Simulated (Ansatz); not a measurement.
ReW:
```
ReW
1.0
    2.80322     0.00000     0.00000
    0.00000     2.80322     0.00000
    0.00000     0.00000     3.87914
W Re
1 1
Direct
  0.50000   0.50000   0.50000
  0.00000   0.00000   0.00000
```

Relaxed with PBEsol. Special points in fractions of this cell's reciprocal vectors: Γ (0.000, 0.000, 0.000); X (0.000, 0.500, 0.000); M (0.500, 0.500, 0.000); Z (0.000, 0.000, 0.500); R (0.000, 0.500, 0.500); A (0.500, 0.500, 0.500).

Problem. List the band energies nearest the Fermi level at these points for the program Ansatz at the PBEsol with spin–orbit coupling level (PAW).

Solution. In eV from the Fermi level; about four levels below and three above (degenerate sets whole), none deeper than 8.9 eV; points with the same levels are listed once.

```json
[
 {"k": "Γ", "below": "-1.42 -1.42 -0.86 -0.86", "above": "1.71 1.71 2.28 2.28"},
 {"k": "X", "below": "-2.27 -2.27 -0.26 -0.26", "above": "0.67 0.67 1.10 1.10"},
 {"k": "M", "below": "-5.37 -5.37 -5.33 -5.33", "above": "2.62 2.62 2.72 2.72"},
 {"k": "Z", "below": "-1.09 -1.09 -0.25 -0.25", "above": "0.39 0.39 0.66 0.66"},
 {"k": "R", "below": "-1.34 -1.34 -0.90 -0.90", "above": "0.31 0.31 0.50 0.50"},
 {"k": "A", "below": "-2.65 -2.65 -2.34 -2.34", "above": "0.38 0.38 1.42 1.42"}
]
```

Space group P4/mmm (L1₀ or tetragonal B2). The cell is a constructed one: a structure type filled with these elements; neither database checked (COD, Materials Project) lists it. Its standing as an ambient phase is unchecked. The PBEsol relaxation kept the symmetry of its start; whether a distortion lowers the energy is not shown. The run is not spin-polarised.

Potentials: the earlier of the program's two PAW sets. The files were generated under PBE; for other functionals the program regenerates the frozen cores, and for LDA and PBEsol the local potential too.
